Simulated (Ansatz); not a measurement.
An Ansatz input:

```yaml
crystal:
  lattice:
    - [0.0, 1.942615067, 1.942615067]
    - [1.942615067, 0.0, 1.942615067]
    - [1.942615067, 1.942615067, 0.0]
  atoms:
    - { symbol: B, position: [0.125, 0.125, 0.125] }
    - { symbol: B, position: [0.875, 0.875, 0.875] }
hamiltonian:
  xc: r2scan
  pseudopotentials:
    kind: paw
    azcp:
      B: "pseudopotentials/B.paw.azcp"
basis:
  ecutwfc: 500
  fft_grid_basis: typed
kpoints:
  mp_grid: { grid: [15, 15, 15], shift: [0, 0, 0] }
magnetization:
  spin_polarized: false
scf:
  occupations: { method: fermi_dirac, width: 0.1 }
  lower_state_search: "off"
output:
  stress: true
  write_density: true
  write_potential: true
  elf: true
  volumetric_format: npy
```

Output

```
Engine: ansatz 0.2.0, x86_64-unknown-linux-gnu
Pseudopotentials: kind: paw
Pseudopotential: B, paw, valence charge 3, recommended cutoff 500 eV (meta_gga) 
Functional definition: r2SCAN
  parameter k0 = 0.174
  parameter k1 = 0.065
  parameter a1 = 4.9479
  exchange = r2scan_x(k0 = k0, k1 = k1, a1 = a1)
  correlation = r2scan_c
Crystal: 2 atoms, lattice volume = 14.662 Å³
Basis set: ecut = 500 eV, 339 PW (Γ), exchange–correlation on 96×96×96 points (64 copies of the dense FFT grid, shifted against one another)
Bands: 7, of which v1, the nominal top of the filled ones, is band 3 counted from 1 (2 counted from 0)
Symmetry: 48 space group operations
Space group: Fd-3m (ITA 227), of the structure as read, at distance tolerance 2.4e-5 Å
k-points: 120 of 3375
Non-local potential: B, projectors of the file, l = 0: 2, l = 1: 2, l = 2: 1
PAW form: soft (Blöchl's): semilocal exchange-correlation on the pseudo side does not see the compensation charge
PAW frozen core: B, regenerated for the run's functional (the file was generated under x = pbe(κ = 0.804, μ = 0.2195149727645171), c = pbe(β = 0.06672455060314922))
PAW one-centre angular grid: B, 302 points (default); XC on 160 Gauss nodes
Initial density: superposition of atomic densities (neutral atoms: chi_scale 0, normalization atom), corrected by the library's trained network
Initial wavefunctions: pseudopotential atomic-orbital guess
Functional: x = r2scan, c = r2scan; τ floored in thin density (d = 2e-4 eV/Å³)
SCF iter   1: F=-310.964007 eV  HF=-310.925074 eV  |F-HF|=3.89e-2  |Δ(HF+E_count)|=         —  Δρ=4.16e-3  dr2=1.17e-3  dr2_τ=2.08e-1  ethr=1.77e-3  ⟨swp⟩=4.5  Hψ=5852  notcnv=0
SCF iter   2: F=-310.966252 eV  HF=-310.966016 eV  |F-HF|=2.37e-4  |Δ(HF+E_count)|=   4.09e-2  Δρ=3.18e-3  dr2=5.85e-4  dr2_τ=1.14e-5  ethr=1.96e-5  ⟨swp⟩=2.0  Hψ=2628  notcnv=0  defer=12
SCF iter   3: F=-310.966286 eV  HF=-310.966239 eV  |F-HF|=4.71e-5  |Δ(HF+E_count)|=   2.23e-4  Δρ=1.08e-3  dr2=6.94e-5  dr2_τ=4.92e-6  ethr=9.75e-6  ⟨swp⟩=2.5  Hψ=1171  notcnv=0  defer=12
SCF iter   4: F=-310.966291 eV  HF=-310.966289 eV  |F-HF|=2.36e-6  |Δ(HF+E_count)|=   5.03e-5  Δρ=2.21e-4  dr2=2.82e-6  dr2_τ=8.35e-8  ethr=1.16e-6  ⟨swp⟩=2.0  Hψ=1141  notcnv=0  defer=12
iter 5 did not close the SCF: its close was put off for the readings that it lacked (scf_convergence_deferred on its scf_iter line)
SCF iter   5: F=-310.966292 eV  HF=-310.966292 eV  |F-HF|=5.15e-8  |Δ(HF+E_count)|=   2.51e-6  Δρ=3.45e-5  dr2=7.18e-8  dr2_τ=1.93e-9  ethr=4.70e-8  ⟨swp⟩=2.0  Hψ=1168  notcnv=0  defer=12
SCF iter   6: F=-310.966292 eV  HF=-310.966292 eV  |F-HF|=5.31e-10  |Δ(HF+E_count)|=   6.25e-8  Δρ=3.06e-6  dr2=5.21e-10  dr2_τ=2.71e-11  ethr=1.20e-9  ⟨swp⟩=5.4  Hψ=3992  notcnv=0
SCF 1 converged in 6 iterations: F = -310.966292 eV  dr2 = 5.21e-10
SCF converged after 6 iterations
Free energy (F): -310.966292 eV
Harris-Foulkes:  -310.966292 eV  (|F-HF|=5.31e-10)
Internal energy: -310.941545 eV  (E = F + TS)
E sigma→0 (E₀):  -310.953919 eV
Entropy (-TS):   -0.024746 eV (-12.373 meV/atom)
Fermi energy:    7.860838 eV
--- Per-component energies (eV) ---
  E_band       = 15.081209
  E_kinetic    = 96.270667
  E_local      = -38.384855  (includes V_loc(G=0)·N_el)
  E_nonlocal   = 26.074238
  E_hartree    = 7.371026
  E_xc         = -62.139319
  E_vxc        = -81.710352  (∫ρ·V_xc dr)
  E_paw        = -160.412892  (= ΣΔE_a)
  E_vpaw       = -5.880082  (= ΣTr[D̂ρ^β])
  E_aug_tail   = -0.000003  (compensation charges beyond the density's cutoff)
  E_vtau       = 3.969563  (kinetic-family band-sum trace: ∫τ·v_τ [+ j·A + Jᵃ·Aᵃ] dr)
  E_ewald      = -179.683523
  E_core_change = -0.036884  (= ΣΔE_core)
  E_smearing   = -0.024746  (= −TS)
  E_closure    = -0.000000  (closes the sum)
  Σ components = -310.966292   (vs F -310.966292, Δ=0.00e0)
--- Stress (GPa, compression-positive) ---
       28.606626       0.000000       0.000000
        0.000000      28.606626      -0.000000
        0.000000       0.000000      28.606626
  P = ⅓ Tr σ = 28.6066 GPa (286.066 kbar)
--- Band table (eV; the first three rows and the last of 120) ---
  k-point 0: bands = ["-6.8513", "12.6759", "12.6759", "12.6759", "17.1894", "17.1894", "17.1894"]
  k-point 1: bands = ["-6.7412", "11.8148", "12.4380", "12.4380", "17.4995", "17.4995", "17.8222"]
  k-point 2: bands = ["-6.4112", "10.0059", "11.8962", "11.8962", "18.2102", "18.2102", "18.9736"]
  k-point 119: bands = ["1.7022", "2.4113", "3.6386", "4.8148", "20.3966", "21.7480", "24.9850"]
```

Launched by

```sh
ansatz run input.yaml --threads 1 --pin off --max-ram 3584MiB --backend cpu --events-out ev --progress --plain --runs-dir out
```

On 1 thread of Intel(R) Xeon(R) Platinum 8259CL CPU @ 2.50GHz (Skylake/Cascade Lake) (shared host) this took about 5.5 s of wall time and 5.4 s of CPU time.
